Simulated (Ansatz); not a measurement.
Ansatz (an electronic-structure program) input:

Ansatz 0.2 input:
```yaml
crystal:
  lattice:
    - [0.0, 2.6015658543, 2.6015658543]
    - [2.6015658543, 0.0, 2.6015658543]
    - [2.6015658543, 2.6015658543, 0.0]
  atoms:
    - { symbol: S, position: [0.0, 0.0, 0.0] }
    - { symbol: Mg, position: [0.5, 0.5, 0.5] }
kpoints:
  mp_grid: { grid: [9, 9, 9] }
hamiltonian:
  xc: r2scan
  pseudopotentials: { kind: paw }
scf:
  occupations: { method: fixed }
checkpoint: { read: static.run }
output: { bader: true, populations: true }
```

Output (shortened):

```
Pseudopotentials: kind: paw
Pseudopotential: S, paw, valence charge 6
Pseudopotential: Mg, paw, valence charge 10
Functional definition: r2SCAN
Crystal: 2 atoms, lattice volume = 35.216 Å³
Basis set: ecut = 500 eV, 893 PW (Γ), exchange–correlation on 108×108×108 points (64 copies of the dense FFT grid, shifted against one another)
Bands: 12, of which v1, the nominal top of the filled ones, is band 8 counted from 1 (7 counted from 0)
Symmetry: 48 space group operations
Space group: Fm-3m (ITA 225), of the structure as read, at distance tolerance 3.3e-5 Å
k-points: 35 of 729
PAW frozen core: S, regenerated for the run's functional
PAW frozen core: Mg, regenerated for the run's functional
Initial density: read from a saved state, or passed on in memory by an earlier SCF of this step, an earlier step, the calling program or the single point that …
Stability of the state it starts from, as read at its close in the unpolarized treatment …
Initial wavefunctions: pseudopotential atomic-orbital guess
Eigensolver: davidson
Functional: x = r2scan, c = r2scan; τ floored in thin density (d = 2e-4 eV/Å³)
iter 1 solved again at ethr=7.23e-8 eV; its pass at ethr=3.10e-3 eV (dr2=1.16e-5 eV) is discarded
SCF iter   1: F=—  HF=-2835.576150 eV  |F-HF|=—  |Δ(HF+E_count)|=         —  Δρ=4.22e-7  dr2=4.73e-11  dr2_τ=2.49e-12  ethr=7.23e-8  ⟨swp⟩=3.0  Hψ=3408  notcnv=0  defer=65
all-band conjugate gradients solve this SCF's bands
preconditioner: auto → none
SCF iter   2: F=-2835.576150 eV  HF=-2835.576150 eV  |F-HF|=4.32e-11  |Δ(HF+E_count)|=   1.73e-8  Δρ=3.67e-7  dr2=4.41e-11  dr2_τ=4.68e-12  ethr=1.00e-12  ⟨swp⟩=7.4  Hψ=1983  notcnv=0
SCF 1 converged in 2 iterations: F = -2835.576150 eV  dr2 = 4.41e-11
SCF converged after 2 iterations
Free energy (F): -2835.576150 eV
Harris-Foulkes:  -2835.576150 eV  (|F-HF|=4.32e-11)
Internal energy: -2835.576150 eV  (E = F + TS)
E sigma→0 (E₀):  -2835.576150 eV
Fermi energy:    6.160050 eV
--- Per-component energies (eV) ---
  E_band       = -349.367732
  E_kinetic    = 184.897186
  E_local      = -1667.119143  (includes V_loc(G=0)·N_el)
  E_nonlocal   = 123.582015
  E_hartree    = 593.939159
  E_xc         = -120.723538
  E_vxc        = -136.252926  (∫ρ·V_xc dr)
  E_paw        = -906.242074  (= ΣΔE_a)
  E_vpaw       = -49.338479  (= ΣTr[D̂ρ^β])
  E_aug_tail   = -0.000001  (compensation charges beyond the density's cutoff)
  E_vtau       = 6.985423  (kinetic-family band-sum trace: ∫τ·v_τ [+ j·A + Jᵃ·Aᵃ] dr)
  E_ewald      = -1043.773779
  E_core_change = -0.135975  (= ΣΔE_core)
  E_smearing   =  0.000000  (= −TS)
  E_closure    = 0.000000  (closes the sum)
  Σ components = -2835.576150   (vs F -2835.576150, Δ=0.00e0)
  [band-id]    e_kinetic+e_local+e_nonlocal+2·e_hartree+e_vxc+e_vpaw+e_augmentation_tail+e_vtau = -349.367606   (vs E_band -349.367732, Δ=1.26e-4)
--- Band table (eV; the first three rows and the last of 35) ---
  k-point 0: bands = ["-71.3905", "-36.4891", "-36.4891", "-36.4891", "-7.0261", "6.1601", "6.1601", "6.1601", "10.8013", "14.6424", "14.6424", "14.6424"]
  k-point 1: bands = ["-71.3904", "-36.4899", "-36.4892", "-36.4892", "-6.9021", "5.3301", "6.0748", "6.0748", "11.4408", "14.4007", "14.8685", "14.8685"]
  k-point 2: bands = ["-71.3904", "-36.4918", "-36.4894", "-36.4894", "-6.5587", "3.7597", "5.8759", "5.8759", "11.9115", "14.7216", "14.7216", "14.9259"]
  k-point 34: bands = ["-71.3901", "-36.4936", "-36.4928", "-36.4914", "-5.2979", "2.5742", "3.1398", "4.0494", "12.0079", "14.1537", "14.5591", "16.0088"]
  band table: 12 of 12 bands, residual norms ≤ 1.0e-3 eV
--- Löwdin populations: 2 sites ---
  site symbol       q [e]
     0      S      7.3389
     1     Mg      8.5227
  spilling = 0.008649 (of n_electrons = 16.000000)
--- Bader charges: 2 sites ---
  site symbol  charge [e]  shift [e]
     0      S     -1.7110     0.0011
     1     Mg      1.7110     0.0011
  shift: an alarm, by how much a part of what the PAW files miss would move the charge. Where it is large, compare
  with a run on PAW files of another source; a small one proves nothing
  estimated error of the sums over rays = 1.5e-4 e
```

Cost: about 16 core-seconds (a rough figure) on shared cores.

The r²SCAN relaxation kept the symmetry of its start.

Potentials: the later of the program's two PAW sets.

Ansatz is a plane-wave DFT program.
